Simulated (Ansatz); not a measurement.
The cell below belongs to a search over invented structures; it isn't taken from experiment.

Input and command of a plane-wave DFT calculation in Ansatz:

```yaml
crystal:
  lattice:
    - [2.5668350876, 0.0, 0.0]
    - [-1.2834175438, 2.2229443932, 0.0]
    - [0.0, 0.0, 10.8677156521]
  atoms:
    - { symbol: Al, position: [0.6666666667, 0.3333333333, 0.3164160823] }
    - { symbol: Al, position: [0.6666666667, 0.3333333333, 0.6835839177] }
    - { symbol: C, position: [0.3333333333, 0.6666666667, 0.0] }
    - { symbol: C, position: [0.6666666667, 0.3333333333, 0.0] }
    - { symbol: C, position: [0.6666666667, 0.3333333333, 0.5] }
basis:
  ecutwfc: 420
kpoints:
  mp_grid: { grid: [18, 18, 4] }
hamiltonian:
  xc: pbe
scf:
  occupations: { method: gaussian, width: 0.1 }
output:
  forces: true
  stress: true
  eigenvalues: true
relax:
  adjacent_minimum: "off"
  f_tol: 0.01
  max_steps: 80
  cell: { stress_tol: 0.05 }
```

```bash
ansatz run input.yaml --threads 1 --pin off --max-ram 2560MiB --backend cpu --events-out ev --progress --plain --runs-dir out
```

Processor: Intel(R) Xeon(R) Processor @ 2.70GHz, 1 thread, on a host shared with other jobs.

Problem. Estimate time, memory and problem size.

Solution. About 2.3 min, peak memory 0.45 GiB. It solves 14 bands at 111 k points (after reduction by symmetry) with about 1291 plane waves (on the last cell), in 69 SCF iterations over 11 ionic steps.
